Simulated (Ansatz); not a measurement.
This cell of GaP (zinc blende) is off equilibrium:

```xyz
4
Lattice="0.0000 5.5060 5.5060 2.7530 2.7530 5.5060 2.7530 2.7530 0.0000" Properties=species:S:1:pos:R:3 pbc="T T T"
P      4.1295     9.7289     9.6356
P      4.1295     6.7892     6.8825
Ga    -0.0302     0.0000     0.0000
Ga     2.7832     5.5060     8.2590
```

Computed with PBE (plane waves to 420 eV, PAW, scalar-relativistic; Ansatz, a first-principles code). k mesh 10×10×10 (Γ-centred), Fermi-Dirac smearing 0.05 eV. Compression counts positive. GaP was relaxed with its symmetry unable to fall.

**Question.** Predict the force on every atom, in eV/Å.

**Answer.** 
```tsv
atom	Fx	Fy	Fz
P1	0.000	-1.237	0.000
P2	0.000	1.237	0.000
Ga3	0.907	0.000	0.000
Ga4	-0.907	0.000	0.000
```

**Question.** Give the stress tensor in GPa and the pressure.

**Answer.** 
```
   0.62     0.00     0.00
   0.00     0.32     0.00
   0.00     0.00     1.00
```
The pressure, a third of the trace, is 0.65 GPa.

(For displaced atoms, the force is minus the slope of the energy, and its curvature is a force constant, which sets phonon frequencies.)
